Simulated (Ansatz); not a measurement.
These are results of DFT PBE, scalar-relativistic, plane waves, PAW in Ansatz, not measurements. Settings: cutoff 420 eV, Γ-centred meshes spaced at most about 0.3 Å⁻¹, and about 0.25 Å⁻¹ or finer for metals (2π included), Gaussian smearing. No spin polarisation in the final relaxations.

Temperature and zero-point effects are left out. All come from trial cells, and lower structures may exist.

Task: These unrelaxed guesses for GeBr are each relaxed within their symmetry. Order them by the energy at which they end, lowest first.
A.

```
Ge Br
1.0
     3.08470    0.00000    0.00000
    -1.54235    2.67143    0.00000
     0.00000    0.00000    6.62621
Ge Br
1 1
Cartesian
  0.0000 0.0000 0.0000
  0.0000 0.0000 3.3131
```

B.

```
Ge Br
1.0
     3.69102    0.00000    0.00000
     0.00000    3.69102    0.00000
     0.00000    0.00000    3.69102
Ge Br
1 1
Direct
  0.50000 0.50000 0.50000
  0.00000 0.00000 0.00000
```

C.

```
Ge Br
1.0
     1.58848    0.91711    5.39448
    -1.58848    0.91711    5.39448
     0.00000   -1.83422    5.39448
Ge Br
1 1
Direct
  0.00000 0.00000 0.00000
  0.50000 0.50000 0.50000
```

D.

```
Ge Br
1.0
     3.15910    0.00000    0.00000
     0.00000    3.15910    0.00000
     0.00000    0.00000    5.44693
Ge Br
1 1
Direct
  0.00000 0.00000 0.50000
  0.00000 0.00000 0.00000
```

Result: C (ends in R-3m, 0 meV/atom), A (ends in P6/mmm, 59 meV/atom), D (ends in P4/mmm, 119 meV/atom), B (ends in Pm-3m, caesium chloride type, 142 meV/atom). Even the lowest end lies +0.09 eV/atom against the elements.

Weakly bound directions are ill-defined at this level, which has no dispersion term (P6/mmm, P4/mmm), and this can change margins and order among such cells. In R-3m, P6/mmm, P4/mmm, Pm-3m an odd number of electrons in the primitive cell allows no gap without spin; a larger cell or a magnetic state could open one. A magnetic state wasn't ruled out in cells without spin, among them Pm-3m. Cells relaxed within their symmetry can be saddle points. Some candidate types were left out of the draw beforehand, so a known form may be missing.
